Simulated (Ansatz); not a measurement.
Space group I4/mmm (No. 139). a = 3.949 Å, b = 3.949 Å, c = 10.082 Å, α = 90.00°, β = 90.00°, γ = 90.00°
| atom | site | symmetry | x | y | z |
| --- | --- | --- | --- | --- | --- |
| Ca | 2a | 4/mmm | 0.0000 | 0.0000 | 0.0000 |
| Co | 4d | -4m2 | 0.0000 | 0.5000 | 0.2500 |
| As | 4e | 4mm | 0.0000 | 0.0000 | 0.3664 |

Equation of state of this CaCo2As2 structure (not necessarily the ground state), with shape and atoms relaxed at each volume where symmetry leaves them free. It has no gap at any of these volumes. Method: Ansatz 0.2.0, DFT PBEsol, scalar-relativistic, plane waves, PAW.

Cutoff 420 eV; k points 12×12×12 on the computed 5-atom cell (Γ-centred); Gaussian smearing, width 0.10 eV; collinear spin.

```json
{"V (Å³/atom)": "14.781", "E − E(largest V) (meV/atom)": "4.91", "P (GPa)": "7.18"}
{"V (Å³/atom)": "15.253", "E − E(largest V) (meV/atom)": "-10.28", "P (GPa)": "3.24"}
{"V (Å³/atom)": "15.724", "E − E(largest V) (meV/atom)": "-14.91", "P (GPa)": "-0.01"}
{"V (Å³/atom)": "16.196", "E − E(largest V) (meV/atom)": "-10.86", "P (GPa)": "-2.65"}
{"V (Å³/atom)": "16.668", "E − E(largest V) (meV/atom)": "0.00", "P (GPa)": "-4.54"}
```

Question: Fit a third-order Birch–Murnaghan equation to E(V).

Answer: V0 = 15.72 Å³/atom, B0 = 97 GPa, B0' = 6.2.

1 further run of this set didn't finish or converge.